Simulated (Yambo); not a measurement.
A G0W0@PBEsol run in Yambo for a free-standing CdClOH monolayer (symmetry P3m1, slab cell 16.5 Å high) under biaxial strain of +1.5 % in the plane (6×6×1 Γ-centred k mesh, bands 5 to 100 and a 6 Ry block in the screening, 100 bands in G with the Bruneval-Gonze terminator, plasmon pole fitted at 27.2 eV, slab-truncated Coulomb interaction, stochastic integration of W near q = 0) gives these matrix elements, in eV, at the band edges (Γ → Γ):

```json
[
 {"state": "valence edge", "E0": "0.000", "<Vxc>": "-16.895", "<Σx>": "-21.445", "<Σc(E0)>": "2.516", "Z": "0.809"},
 {"state": "conduction edge", "E0": "2.564", "<Vxc>": "-8.568", "<Σx>": "-5.338", "<Σc(E0)>": "-1.965", "Z": "0.875"}
]
```

### Question
Solve the linearised quasiparticle equation for both states, give the gap, and say how exchange and correlation each act on it.

### Answer
E = E0 + Z(Σx + Σc − Vxc). Valence: 0.000 + 0.809 × (-21.445 + (2.516) − (-16.895)) = -1.65 eV. Conduction: 2.564 + 0.875 × (-5.338 + (-1.965) − (-8.568)) = 3.67 eV. The gap is 5.32 eV, against 2.56 eV in PBEsol. Replacing Vxc by bare exchange alone would open it by 7.78 eV; correlation takes back 4.48 eV of that, and Z scales what is left. Convergence of the G0W0 settings was not tested. Spin-orbit splittings are left out.

Geometry strained from the cell relaxed with PBEsol, atoms relaxed again; primitive cell a = 3.7007 Å, b = 3.7007 Å, c = 16.5000 Å, α = 90.00°, β = 90.00°, γ = 120.00°.

This is a model layer cut from the bulk structure; whether it is stable on its own was not checked.
